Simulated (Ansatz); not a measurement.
**Squeezing HfSi (zincblende type)**

```yaml
crystal:
  lattice:
    - [0.00000, 2.96401, 2.96401]
    - [2.96401, 0.00000, 2.96401]
    - [2.96401, 2.96401, 0.00000]
  atoms:
    - { symbol: Hf, position: [0.00000, 0.00000, 0.00000] }
    - { symbol: Si, position: [0.25000, 0.25000, 0.25000] }
```

The cell comes from a relaxation on PAW files under the same functional, begun from a prototype that needn't be the stable phase.

Its volume is scaled at fixed shape and fractional positions.

Computed with Ansatz 0.2.0; functional LDA, scalar-relativistic. Settings: a Γ-centred 12×12×12 k mesh, Fermi–Dirac smearing of 0.08 eV, no spin polarisation. Methods: LAPW: all electrons, basis error target 1 meV/atom; PAW: frozen-core files, cutoff 420 eV; crystal datasets: all electrons, by PAW datasets that the program makes for each cell; norm-conserving: pseudopotentials, cutoff 789 eV.

Energies are extrapolated to zero smearing and count from the unscaled cell; pressure is positive in compression; gaps take the mesh and a band path. No temperature or zero-point motion is included.

Spin–orbit coupling is left out, which matters for the heavy atoms. The PAW files were made under PBE. The structure type is held throughout; the real material can change phase at far lower pressure.

```
V/V0  V (Å³/atom)  P LAPW (GPa)  ΔE LAPW (eV/atom)  P PAW − LAPW (GPa)  ΔE PAW − LAPW (meV/atom)
1.00        26.04         -0.04              0.000                0.02                       0.0
0.95        24.74          3.88              0.015                0.02                       0.2
0.85        22.13         14.88              0.161                0.03                       0.6
0.75        19.53          32.4              0.533                0.04                       1.2
0.65        16.93          61.2              1.272                0.06                       2.1
0.55        14.32         111.4              2.633                0.18                       4.0
0.45        11.72             ?              5.129                0.37                       8.4
0.40        10.42         292.1              7.133                0.29                      11.3
```

Q: Give the missing entry: row "0.45", column "P LAPW (GPa)".

A: 207.1.

Q: Fit the Vinet equation to the LAPW pressures over the whole range, with residuals weighted by 1/(|P| + 0.03·Pmax).

A: V0 = 26.05 Å³/atom, B0 = 66.4 GPa and B0′ = 3.75, and the fit misses no point by more than 5.4 GPa. A fit over so wide a range pins B0 less well than one near rest.

Q: At the smallest volume, how far do crystal datasets and norm-conserving lie from LAPW in pressure?

A: crystal datasets: 0.00 GPa; norm-conserving: -3.32 GPa, on a LAPW pressure of 292.1 GPa.

Q: How do the Löwdin populations by LAPW change from the unscaled cell to the last row?

A: Hf 5s 1.96 → 1.79, Hf 6s 0.64 → 0.45, Hf 5p 5.97 → 5.78, Hf 5d 2.78 → 5.02, Hf 4f 14.00 → 13.97, Si 2s 1.99 → 1.94, Si 3s 1.36 → 0.93, Si 3p 3.25 → 2.05 electrons an atom. These are projections on the shells that the free atoms fill; 0.06 e a cell lies outside them at the start and 0.11 e at the end.
